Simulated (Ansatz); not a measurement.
**What DFT gives for WBr**

```
W Br
1.0
     6.96609    0.00000    0.00000
     0.00000    6.40379    0.00000
     0.00000    0.00000    3.62698
W Br
4 4
Direct
  0.17500 0.00000 0.25000
  0.82500 0.00000 0.75000
  0.67500 0.50000 0.75000
  0.32500 0.50000 0.25000
  0.62000 0.20000 0.25000
  0.38000 0.80000 0.75000
  0.12000 0.30000 0.75000
  0.88000 0.70000 0.25000
```

The numbers come from plane-wave PAW DFT (Ansatz): r2SCAN, no spin polarisation, 500 eV, 4×4×7 Γ-centred k points, fermi-dirac occupations (width 0.0117 eV). Nothing was relaxed.

Question: What happens at the Fermi level?

Answer: It is a metal, with about 7.9 states/eV a cell as the mean within 0.25 eV of the Fermi level, mostly W d (84 %).

Question: What does the stress say?

Answer: The pressure is -7.9 GPa (compression positive), so with the atoms held at these fractions the cell would first shrink; the forces are large, so a full relaxation may end otherwise. The principal stresses -13.0, -9.8, -0.8 GPa differ, so its shape would change too.

Question: How is the charge shared?

Answer: Bader charges in e: W +0.68, Br -0.68. In the mean W gives up most and Br takes most.

Question: What is the formation energy?

Answer: 1.67 eV an atom against the elements' usual phases (free molecules for gases, crystals otherwise, with no correction for O₂ or N₂), so at this geometry it isn't bound against them. Relaxing would lower it.

Question: Describe some of the short contacts.

Answer: W–Br at 2.64 Å: least valence density 0.39 e/Å³ and ELF 0.24 there. W–W at 3.04 Å: least valence density 0.33 e/Å³ and ELF 0.60 there. These are pseudo-fields; inside the PAW spheres they differ from the all-electron ones.

Origin: a known structure type with other elements, at an estimated volume, so it need not be a known compound. Caveats: many states at the Fermi level without spin polarisation, so a magnetic state may lie lower; atoms or cell far from equilibrium.
